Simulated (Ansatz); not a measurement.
SiB$_{6}$:
```cif
data_B12Si2
_chemical_formula_sum 'B12 Si2'
_space_group_name_H-M_alt 'P 1'
_space_group_IT_number 1
_cell_length_a 5.36275
_cell_length_b 5.36275
_cell_length_c 5.36275
_cell_angle_alpha 69.247
_cell_angle_beta 69.247
_cell_angle_gamma 69.247
loop_
_space_group_symop_operation_xyz
  'x, y, z'
loop_
_atom_site_label
_atom_site_type_symbol
_atom_site_fract_x
_atom_site_fract_y
_atom_site_fract_z
_atom_site_occupancy
B1 B 0.32755 0.01383 0.01383 1
B2 B 0.01383 0.32755 0.01383 1
B3 B 0.01383 0.01383 0.32755 1
B4 B 0.82304 0.27441 0.82304 1
B5 B 0.82304 0.82304 0.27441 1
B6 B 0.27441 0.82304 0.82304 1
B7 B 0.17696 0.72559 0.17696 1
B8 B 0.17696 0.17696 0.72559 1
B9 B 0.72559 0.17696 0.17696 1
B10 B 0.67245 0.98617 0.98617 1
B11 B 0.98617 0.67245 0.98617 1
B12 B 0.98617 0.98617 0.67245 1
Si1 Si 0.59571 0.59571 0.59571 1
Si2 Si 0.40429 0.40429 0.40429 1
```

This is the PBE-relaxed structure.

All from PBE (plane waves, PAW; program Ansatz), unless another level is named. Give the electronic character.

metallic (no gap).

And the formation energy from the elements (no fitted shifts)?

0.055 eV/atom.

Give the density of states at the Fermi level.

0.50 states/eV per atom (mean over ±0.08 eV).

Space group R-3m. The start of the workflow was typed in or built on a structure type; neither database checked (COD, Materials Project) lists it. COD files the formula under space group No. 221. Its standing as an ambient phase is unchecked. The cell was relaxed with PBE under the symmetry of its start; whether a distortion lowers the energy is not shown. The volume moved by 19 % from the start of the relaxation. The references are the lowest solids computed at this level, not always the standard phases.

Potentials: the earlier of the program's two PAW sets.
